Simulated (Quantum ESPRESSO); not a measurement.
TaMo3W2AlTi, one run as intended and one with a planted mistake

A calculation, not a measurement. The program is pw.x of Quantum ESPRESSO 7.5 (plane-wave density functional theory). The cell is made up: eight metal atoms on a hexagonal close-packed lattice, with elements, volume, strain and displacements drawn at random and not relaxed, so it may be unstable or far from any real phase. PseudoDojo standard norm-conserving files set the functional (PBE unless stated); there is no spin polarisation or spin-orbit coupling, the Fermi-Dirac width of 0.25 eV means electrons at about 2900 K, and the masses in the input are unused placeholders. Heavy elements are run without spin-orbit coupling, which real alloys of them have. A spin test at this wide smearing found no moment, but such smearing suppresses magnetism that the real alloy may have.

Intended input:

```
&control calculation='scf', pseudo_dir='./dojo.nc.sr.pbe.v0_5.standard.upf', outdir='./o', disk_io='minimal', tprnfor=.true., tstress=.true. /
&system ibrav=0, nat=8, ntyp=5, nbnd=66, ecutwfc=84.00895049, nosym=.true., tot_charge=0,
 occupations='smearing', smearing='fd', degauss=0.0183746611
/
&electrons conv_thr=1.470e-08, electron_maxstep=70, mixing_beta=0.5 /
ATOMIC_SPECIES
Al 1.0 Al.upf
Mo 1.0 Mo.upf
Ta 1.0 Ta.upf
Ti 1.0 Ti.upf
W 1.0 W.upf
CELL_PARAMETERS angstrom
-2.8156 0.0 0.0
0.0 0.0 -4.6346
0.0 -9.7535 0.0
ATOMIC_POSITIONS angstrom
Ta -0.0625 0.0153 -0.0112
Mo -0.0449 -4.8409 0.1149
Mo -0.0288 -3.3287 -2.3506
W 0.009 -8.1699 -2.2939
Al -1.4212 -2.4524 -0.0154
Mo -1.4332 -7.3331 -0.0442
W -1.3726 -0.8044 -2.3504
Ti -1.4529 -5.6964 -2.2859
K_POINTS automatic
8 5 3 1 1 1
```

The log is shortened where brackets say so; the opening notice, blank lines, dates and the lines on written files are dropped, and the path of the files is cut. It prints rydbergs, bohrs and kilobars, and counts compression as positive stress. Its total energy is the free energy E - TS of the whole cell.

Log of the intended run:

```
     Program PWSCF v.7.5
     Parallel version (MPI & OpenMP), running on       4 processor cores
     Number of MPI processes:                 4
     Threads/MPI process:                     1
     [start-up lines left out]
     bravais-lattice index     =            0
     lattice parameter (alat)  =       5.3207  a.u.
     unit-cell volume          =     858.8955 (a.u.)^3
     number of atoms/cell      =            8
     number of atomic types    =            5
     number of electrons       =        98.00
     number of Kohn-Sham states=           66
     kinetic-energy cutoff     =      84.0090  Ry
     charge density cutoff     =     336.0358  Ry
     scf convergence threshold =      1.5E-08
     mixing beta               =       0.5000
     number of iterations used =            8  plain     mixing
     Exchange-correlation= PBE
                           (   1   4   3   4   0   0   0)
     [axes and pseudopotential details left out]
   Cartesian axes
     site n.     atom                  positions (alat units)
         1        Ta     tau(   1) = (  -0.0221978   0.0054340  -0.0039778  )
         2        Mo     tau(   2) = (  -0.0159469  -1.7193138   0.0408084  )
         3        Mo     tau(   3) = (  -0.0102287  -1.1822347  -0.8348487  )
         4        W      tau(   4) = (   0.0031965  -2.9016551  -0.8147109  )
         5        Al     tau(   5) = (  -0.5047592  -0.8710044  -0.0054695  )
         6        Mo     tau(   6) = (  -0.5090212  -2.6044538  -0.0156983  )
         7        W      tau(   7) = (  -0.4874982  -0.2856940  -0.8347777  )
         8        Ti     tau(   8) = (  -0.5160179  -2.0231567  -0.8118696  )
     number of k points=    60  Fermi-Dirac smearing, width (Ry)=  0.0184
                       cart. coord. in units 2pi/alat
        k(    1) = (  -0.0625000  -0.0481126  -0.0607517), wk =   0.0333333
        k(    2) = (  -0.0625000   0.1443379  -0.0607517), wk =   0.0333333
     [further k points left out]
     Dense  grid:    89363 G-vectors     FFT dimensions: (  32,  54, 108)
     Estimated max dynamical RAM per process >     336.16 MB
     Estimated total dynamical RAM >       1.25 GB
     Initial potential from superposition of free atoms
     starting charge      97.9897, renormalised to      98.0000
     Starting wfcs are   74 randomized atomic wfcs
     total cpu time spent up to now is        5.9 secs
     per-process dynamical memory:   258.8 Mb
     Self-consistent Calculation
     iteration #  1     ecut=    84.01 Ry     beta= 0.50
     Davidson diagonalization with overlap
     ethr =  1.00E-02,  avg # of iterations =  2.4
     total cpu time spent up to now is       19.1 secs
     total energy              =    -977.12709980 Ry
     estimated scf accuracy    <       2.44178918 Ry
     iteration #  2     ecut=    84.01 Ry     beta= 0.50
     Davidson diagonalization with overlap
     ethr =  2.49E-03,  avg # of iterations =  7.0
     total cpu time spent up to now is       36.8 secs
     total energy              =    -974.05927093 Ry
     estimated scf accuracy    <      82.92347774 Ry
     [iterations 3 to 18 left out]
     iteration # 19     ecut=    84.01 Ry     beta= 0.50
     Davidson diagonalization with overlap
     ethr =  2.21E-10,  avg # of iterations =  2.8
     total cpu time spent up to now is      250.3 secs
     total energy              =    -978.53546471 Ry
     estimated scf accuracy    <       0.00000006 Ry
     iteration # 20     ecut=    84.01 Ry     beta= 0.50
     Davidson diagonalization with overlap
     ethr =  6.47E-11,  avg # of iterations =  2.7
     total cpu time spent up to now is      262.0 secs
     End of self-consistent calculation
     [lines on levels left out]
!    total energy              =    -978.53546472 Ry
     estimated scf accuracy    <          2.3E-09 Ry
     smearing contrib. (-TS)   =      -0.13896191 Ry
     internal energy E=F+TS    =    -978.39650281 Ry
     The total energy is F=E-TS. E is the sum of the following terms:
     one-electron contribution =    -230.78690379 Ry
     hartree contribution      =     167.60594798 Ry
     xc contribution           =    -177.71019209 Ry
     ewald contribution        =    -737.50535491 Ry
     convergence has been achieved in  20 iterations
     Forces acting on atoms (cartesian axes, Ry/au):
     atom    1 type  3   force =    -0.00063338   -0.02995805   -0.00041392
     atom    2 type  2   force =     0.00056308    0.00738391   -0.02824167
     atom    3 type  2   force =     0.00267362    0.03015703    0.01832518
     atom    4 type  5   force =     0.00514197    0.01209981   -0.02906912
     atom    5 type  1   force =    -0.00507299   -0.01329094   -0.01035712
     atom    6 type  2   force =     0.00173426    0.04672456    0.02746791
     atom    7 type  5   force =    -0.00446146   -0.04004633    0.00754032
     atom    8 type  4   force =     0.00005490   -0.01307000    0.01474842
     Total force =     0.096643     Total SCF correction =     0.000243
     Computing stress (Cartesian axis) and pressure
          total   stress  (Ry/bohr**3)                   (kbar)     P=       92.56
   0.00056582   0.00005446   0.00000055           83.24        8.01        0.08
   0.00005446   0.00061350   0.00000201            8.01       90.25        0.30
   0.00000055   0.00000201   0.00070831            0.08        0.30      104.20
     init_run     :      5.54s CPU      5.80s WALL (       1 calls)
     electrons    :    254.81s CPU    256.16s WALL (       1 calls)
     forces       :      1.95s CPU      1.98s WALL (       1 calls)
     stress       :      6.74s CPU      6.80s WALL (       1 calls)
     [timing details left out]
     PWSCF        :   4m29.18s CPU   4m30.89s WALL
     JOB DONE.
```

A second run has one planted mistake: one coordinate of one atom is wrong. The input lines that differ:

```
- Ti -1.4529 -5.6964 -2.2859
+ Ti -1.4529 -5.6964 -2.3359
```

Its log:

```
     Program PWSCF v.7.5
     Parallel version (MPI & OpenMP), running on       4 processor cores
     Number of MPI processes:                 4
     Threads/MPI process:                     1
     [start-up lines left out]
     bravais-lattice index     =            0
     lattice parameter (alat)  =       5.3207  a.u.
     unit-cell volume          =     858.8955 (a.u.)^3
     number of atoms/cell      =            8
     number of atomic types    =            5
     number of electrons       =        98.00
     number of Kohn-Sham states=           66
     kinetic-energy cutoff     =      84.0090  Ry
     charge density cutoff     =     336.0358  Ry
     scf convergence threshold =      1.5E-08
     mixing beta               =       0.5000
     number of iterations used =            8  plain     mixing
     Exchange-correlation= PBE
                           (   1   4   3   4   0   0   0)
     [axes and pseudopotential details left out]
   Cartesian axes
     site n.     atom                  positions (alat units)
         1        Ta     tau(   1) = (  -0.0221978   0.0054340  -0.0039778  )
         2        Mo     tau(   2) = (  -0.0159469  -1.7193138   0.0408084  )
         3        Mo     tau(   3) = (  -0.0102287  -1.1822347  -0.8348487  )
         4        W      tau(   4) = (   0.0031965  -2.9016551  -0.8147109  )
         5        Al     tau(   5) = (  -0.5047592  -0.8710044  -0.0054695  )
         6        Mo     tau(   6) = (  -0.5090212  -2.6044538  -0.0156983  )
         7        W      tau(   7) = (  -0.4874982  -0.2856940  -0.8347777  )
         8        Ti     tau(   8) = (  -0.5160179  -2.0231567  -0.8296278  )
     number of k points=    60  Fermi-Dirac smearing, width (Ry)=  0.0184
                       cart. coord. in units 2pi/alat
        k(    1) = (  -0.0625000  -0.0481126  -0.0607517), wk =   0.0333333
        k(    2) = (  -0.0625000   0.1443379  -0.0607517), wk =   0.0333333
     [further k points left out]
     Dense  grid:    89363 G-vectors     FFT dimensions: (  32,  54, 108)
     Estimated max dynamical RAM per process >     336.16 MB
     Estimated total dynamical RAM >       1.25 GB
     Initial potential from superposition of free atoms
     starting charge      97.9897, renormalised to      98.0000
     Starting wfcs are   74 randomized atomic wfcs
     total cpu time spent up to now is        6.0 secs
     per-process dynamical memory:   258.8 Mb
     Self-consistent Calculation
     iteration #  1     ecut=    84.01 Ry     beta= 0.50
     Davidson diagonalization with overlap
     ethr =  1.00E-02,  avg # of iterations =  2.4
     total cpu time spent up to now is       19.5 secs
     total energy              =    -977.13048672 Ry
     estimated scf accuracy    <       2.43514034 Ry
     iteration #  2     ecut=    84.01 Ry     beta= 0.50
     Davidson diagonalization with overlap
     ethr =  2.48E-03,  avg # of iterations =  6.7
     total cpu time spent up to now is       37.3 secs
     total energy              =    -974.11324367 Ry
     estimated scf accuracy    <      81.15236942 Ry
     [iterations 3 to 18 left out]
     iteration # 19     ecut=    84.01 Ry     beta= 0.50
     Davidson diagonalization with overlap
     ethr =  2.00E-10,  avg # of iterations =  2.9
     total cpu time spent up to now is      252.0 secs
     total energy              =    -978.53334147 Ry
     estimated scf accuracy    <       0.00000008 Ry
     iteration # 20     ecut=    84.01 Ry     beta= 0.50
     Davidson diagonalization with overlap
     ethr =  8.46E-11,  avg # of iterations =  2.0
     total cpu time spent up to now is      262.9 secs
     End of self-consistent calculation
     [lines on levels left out]
!    total energy              =    -978.53334147 Ry
     estimated scf accuracy    <          3.5E-09 Ry
     smearing contrib. (-TS)   =      -0.13916442 Ry
     internal energy E=F+TS    =    -978.39417706 Ry
     The total energy is F=E-TS. E is the sum of the following terms:
     one-electron contribution =    -231.09149604 Ry
     hartree contribution      =     167.76231851 Ry
     xc contribution           =    -177.71453499 Ry
     ewald contribution        =    -737.35046454 Ry
     convergence has been achieved in  20 iterations
     Forces acting on atoms (cartesian axes, Ry/au):
     atom    1 type  3   force =    -0.00064817   -0.02999585    0.00071926
     atom    2 type  2   force =     0.00054409    0.00840015   -0.04165872
     atom    3 type  2   force =     0.00271501    0.03114510    0.02061305
     atom    4 type  5   force =     0.00515020    0.01205242   -0.02591513
     atom    5 type  1   force =    -0.00507298   -0.01298327   -0.01024960
     atom    6 type  2   force =     0.00171805    0.04600934    0.01888155
     atom    7 type  5   force =    -0.00446074   -0.04000788    0.00748743
     atom    8 type  4   force =     0.00005454   -0.01462001    0.03012215
     Total force =     0.102596     Total SCF correction =     0.000341
     Computing stress (Cartesian axis) and pressure
          total   stress  (Ry/bohr**3)                   (kbar)     P=       93.80
   0.00057511   0.00005452   0.00000015           84.60        8.02        0.02
   0.00005452   0.00062686  -0.00000780            8.02       92.21       -1.15
   0.00000015  -0.00000780   0.00071090            0.02       -1.15      104.58
     init_run     :      5.72s CPU      5.93s WALL (       1 calls)
     electrons    :    255.37s CPU    256.94s WALL (       1 calls)
     forces       :      1.96s CPU      1.98s WALL (       1 calls)
     stress       :      6.77s CPU      6.78s WALL (       1 calls)
     [timing details left out]
     PWSCF        :   4m29.91s CPU   4m31.74s WALL
     JOB DONE.
```

|  | intended run | run with the mistake |
| --- | --- | --- |
| free energy (eV) | -13313.653 | -13313.624 |
| entropy term -TS, part of it (eV) | -1.891 | -1.893 |
| pressure (GPa) | 9.26 | 9.38 |
| size of the largest force component (eV/Å) | 1.201 | 1.183 |
| largest change of a force component (eV/Å) |  | 0.395 |
| iterations | 20 | 20 |

For scale, a rerun of the intended cell at a higher cutoff and on a denser mesh moved values by no more than 0.006 eV in energy, 0.11 GPa in stress and 0.009 eV/Å in force, and a second program with other atomic files agreed on that cell to 2 % rms in force and 0.5 GPa in pressure.